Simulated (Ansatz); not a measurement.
Cu (fcc (Cu type), space group No. 225) under volume change, PBE (plane waves, PAW; program Ansatz), scaled uniformly.

```csv
V (Å³/atom),E − E(relaxed) (meV/atom),P (GPa)
10.863,51.6,16.90
11.221,21.5,10.23
11.580,5.0,4.65
11.938,0.0,0.00
12.296,4.5,-3.88
12.654,16.9,-7.12
13.012,35.9,-9.81
```

What does a third-order Birch–Murnaghan fit give for V₀, B₀ and B′?

V₀ = 11.94 Å³/atom, B₀ = 141 GPa, B′ = 5.0.

Space group Fm-3m (fcc (Cu type)). Symmetry was held in the PBE relaxation. The run is not spin-polarised.

Potentials: the earlier of the program's two PAW sets.
